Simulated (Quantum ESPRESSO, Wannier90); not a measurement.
## MgZn₃S₄ (Pm), plane waves to Wannier functions

```yaml
crystal:
  lattice:
    - [6.31228, 0.00000, 0.00000]
    - [0.00000, 3.85447, 0.00000]
    - [-0.00527, 0.00000, 6.69322]
  atoms:
    - { symbol: Mg, position: [0.50040, 0.00000, 0.66650] }
    - { symbol: Zn, position: [0.49960, 0.50000, 0.16670] }
    - { symbol: Zn, position: [0.99930, 0.50000, 0.83650] }
    - { symbol: Zn, position: [0.99870, 0.00000, 0.32980] }
    - { symbol: S, position: [0.11300, 0.00000, 0.66540] }
    - { symbol: S, position: [0.12710, 0.50000, 0.16740] }
    - { symbol: S, position: [0.63030, 0.50000, 0.84350] }
    - { symbol: S, position: [0.62770, 0.00000, 0.32410] }
```

Materials Project entry mp-1221971; symmetrised, unrelaxed at this level. Not found in the COD (Crystallography Open Database) copy used; not checked further. Method: PBEsol plane waves in Quantum ESPRESSO 7.5 (PseudoDojo norm-conserving files, 68 Ry, no spin polarisation, no spin-orbit coupling), Bloch states on a 4×8×4 mesh through Γ, Wannier90 4.0.1. Density: 6×8×6 mesh, cold smearing 0.01 Ry.

postw90 (berry_task = kubo; independent particles, width 0.1 eV, no gap correction, excitons or local fields) prints σ_xx for one spin direction:

```csv
ħω (eV),Re σ (S/cm),Im σ (S/cm)
0.10,0,-31
3.25,260,-1430
6.85,4170,526
```

**Question.** Work out the dielectric function, refractive index, reflectivity and absorption coefficient at these energies.

**Answer.** ε = 1 + iσ/(ε0 ω), so ε₂ = Re σ/(ε0 ω) and ε₁ = 1 − Im σ/(ε0 ω); ε0 ω = 134.5 S/cm × ħω in eV, and σ is doubled for both spins.
- 0.10 eV: ε₁ = 5.6, ε₂ = 0.0; n + ik = √ε = 2.37 + 0.00i; R = 17 %
- 3.25 eV: ε₁ = 7.5, ε₂ = 1.2; n + ik = √ε = 2.75 + 0.22i; R = 22 %; α = 2ωk/c = 71000 cm⁻¹
- 6.85 eV: ε₁ = -0.1, ε₂ = 9.1; n + ik = √ε = 2.11 + 2.14i; R = 41 %; α = 2ωk/c = 1500000 cm⁻¹
The model holds its own bands alone, so ε₁ lacks the part of higher transitions, and near sharp peaks it hangs on the broadening.
